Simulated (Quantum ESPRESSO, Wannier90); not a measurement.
# Sb (simple cubic, model phase), plane waves to Wannier functions

```
CELL_PARAMETERS angstrom
      3.08334     0.00000     0.00000
      0.00000     3.08334     0.00000
      0.00000     0.00000     3.08334
ATOMIC_POSITIONS crystal
  Sb 0.00000 0.00000 0.00000
```

Materials Project entry mp-133; symmetrised, unrelaxed at this level. This isn't the element's usual structure (rhombohedral); take it as a model of another phase. Computed values, not measurements, from PBEsol: Quantum ESPRESSO (norm-conserving PseudoDojo potentials, cutoff 64 Ry, no spin polarisation, no spin-orbit coupling) on a Γ-centred 10×10×10 mesh, then Wannier90. Density: 10×10×10 mesh, cold smearing 0.01 Ry. Spin-orbit coupling is left out although heavy elements are present.

Base run: 4 functions from bands 6-15 of the 15 computed, start hydrogen-like Sb: s;p, frozen window up to 1.50 eV relative to the Fermi level, outer window open. One setting was then changed (edges relative to the Fermi level; misfit to pw.x on a path, for states up to 1.0 eV relative to the Fermi level).

| run | Ω_I (Å²) | rms misfit (meV) | worst (meV) |
|---|---|---|---|
| base | 6.14 | 21 | 138 |
| changed | 4.60 | 491 | 1740 |

### Question
Which change was made?
(A) outer window to 11.04 eV
(B) no frozen window
(C) frozen window to -0.50 eV
(D) only the lowest 6 of the kept bands
(E) frozen window to 1.00 eV

### Answer
B, no frozen window. The others give:

| run | Ω_I (Å²) | rms misfit (meV) | worst (meV) |
|---|---|---|---|
| frozen window to -0.50 eV | 5.57 | 104 | 536 |
| frozen window to 1.00 eV | 5.98 | 26 | 154 |
| outer window to 11.04 eV | 6.68 | 17 | 114 |
| only the lowest 6 of the kept bands | 6.67 | 11 | 74 |
